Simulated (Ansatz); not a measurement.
Starting structure of a cell relaxation (symmetry kept):

```cif
data_structure
_symmetry_space_group_name_H-M 'P6_3/mmc'
_symmetry_Int_Tables_number 194
_cell_length_a 2.5167
_cell_length_b 2.5167
_cell_length_c 12.1092
_cell_angle_alpha 90.000
_cell_angle_beta 90.000
_cell_angle_gamma 120.000
_cell_volume 66.42
loop_
_atom_site_label
_atom_site_type_symbol
_atom_site_symmetry_multiplicity
_atom_site_Wyckoff_symbol
_atom_site_fract_x
_atom_site_fract_y
_atom_site_fract_z
_atom_site_occupancy
Co1 Co 4 f 0.33333 0.66667 0.08889 1
Co2 Co 2 d 0.33333 0.66667 0.75000 1
H1 H 2 a 0.00000 0.00000 0.00000 1
```

These are results of DFT r2SCAN, scalar-relativistic, plane waves, PAW (Ansatz 0.2.0), not measurements.

Cutoff 500 eV; k points 18×18×4 on the computed 8-atom cell (Γ-centred); Gaussian smearing, width 0.10 eV; collinear spin from starting moments 1.81 1.81 1.81 1.81 2.19 2.19 0 0 μB.

Task: What does it relax to?

Result: The volume rises by 0.14 Å³/atom to 8.45 Å³/atom, and the energy falls by 1.8 meV/atom. The cell ends with a moment of 10.07 μB (only this magnetic start was tried). Final structure:
```
Co H
1.0
     2.53007    0.00000    0.00000
    -1.26503    2.19110    0.00000
     0.00000    0.00000   12.19023
Co H
6 2
Direct
  0.33333 0.66667 0.08880
  0.66667 0.33333 0.58880
  0.33333 0.66667 0.41120
  0.66667 0.33333 0.91120
  0.33333 0.66667 0.75000
  0.66667 0.33333 0.25000
  0.00000 0.00000 0.00000
  0.00000 0.00000 0.50000
```

The state reached may not be the lowest one.

Cost: 1 run of about 17 core-minutes, on Arm Neoverse V2 (shared hosts).